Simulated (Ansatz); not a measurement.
LuNi$_{2}$Ge$_{2}$:
```
CELL_PARAMETERS angstrom
     -1.99347     1.99347     4.84741
      1.99347    -1.99347     4.84741
      1.99347     1.99347    -4.84741
ATOMIC_POSITIONS crystal
  Lu 0.00000 0.00000 0.00000
  Ni 0.25000 0.75000 0.50000
  Ni 0.75000 0.25000 0.50000
  Ge 0.62711 0.62711 0.00000
  Ge 0.37289 0.37289 0.00000
```

This is the r²SCAN-relaxed structure.

Problem. All from the program Ansatz at the r²SCAN level (PAW), unless another level is named. Predict the electronic character.

Solution. metallic (no gap).

Problem. Predict the formation energy from the elements (no fitted shifts).

Solution. -0.66 eV/atom.

Problem. Predict the density of states at the Fermi level.

Solution. 0.59 states/eV per atom (mean over ±0.08 eV).

Space group I4/mmm. The workflow started from a Materials Project entry (that database holds measured and hypothetical structures alike); the Crystallography Open Database copy checked does not list it. Whether it is the stable phase at ambient conditions was not checked. The cell was relaxed with r²SCAN under the symmetry of its start; whether a distortion lowers the energy is not shown. No spin polarisation was allowed. The references are the lowest solids computed at this level, not always the standard phases. Scalar-relativistic: spin–orbit coupling is off unless named, which matters more the heavier the elements.

Potentials: the later of the program's two PAW sets.
